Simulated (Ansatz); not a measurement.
Mg$_{3}$Sb$_{2}$ (A-La2O3 type, space group P-3m1)

```
CELL_PARAMETERS angstrom
      4.59592     0.00000     0.00000
     -2.29796     3.98018     0.00000
      0.00000     0.00000     7.27158
ATOMIC_POSITIONS crystal
  Sb 0.33333 0.66667 0.22580
  Sb 0.66667 0.33333 0.77420
  Mg 0.00000 0.00000 0.00000
  Mg 0.33333 0.66667 0.63237
  Mg 0.66667 0.33333 0.36763
```

Equation-of-state scan: isotropic scaling of the cell above, V₀ being its volume. The atoms relax within the cell's symmetry.

All values below come from PBE (plane waves to 420 eV, PAW, scalar-relativistic; Ansatz, a quantum-chemistry and plane-wave program). k mesh 12×12×7 (Γ-centred), Fermi-Dirac smearing 0.05 eV. Energies are smeared free energies. With the shape held, the modulus is that of even scaling; a crystal free to change shape is softer. Mg3Sb2 was relaxed with its symmetry unable to fall. Spin-orbit coupling is left out, though Sb is heavy. The zero of ΔE is the relaxed starting cell.

```json
[
 {"V (Å³/atom)": "23.943", "ΔE (meV/atom)": "41.9"},
 {"V (Å³/atom)": "24.386", "ΔE (meV/atom)": "28.2"},
 {"V (Å³/atom)": "24.830", "ΔE (meV/atom)": "17.5"},
 {"V (Å³/atom)": "25.273", "ΔE (meV/atom)": "9.5"},
 {"V (Å³/atom)": "25.716", "ΔE (meV/atom)": "4.1"},
 {"V (Å³/atom)": "26.160", "ΔE (meV/atom)": "1.0"},
 {"V (Å³/atom)": "26.603", "ΔE (meV/atom)": "0.0"},
 {"V (Å³/atom)": "27.047", "ΔE (meV/atom)": "0.9"},
 {"V (Å³/atom)": "27.490", "ΔE (meV/atom)": "3.6"},
 {"V (Å³/atom)": "27.933", "ΔE (meV/atom)": "7.9"},
 {"V (Å³/atom)": "28.377", "ΔE (meV/atom)": "13.8"},
 {"V (Å³/atom)": "28.820", "ΔE (meV/atom)": "20.9"},
 {"V (Å³/atom)": "29.263", "ΔE (meV/atom)": "29.3"}
]
```

### Question
What is the fitted pressure derivative B₀′?

### Answer
4.3.

### Question
What bulk modulus at fixed cell shape B₀ follows from a third-order Birch-Murnaghan fit?

### Answer
41.8 GPa.

(Under strain, the slope of the energy per volume gives the stress and its curvature an elastic modulus.)
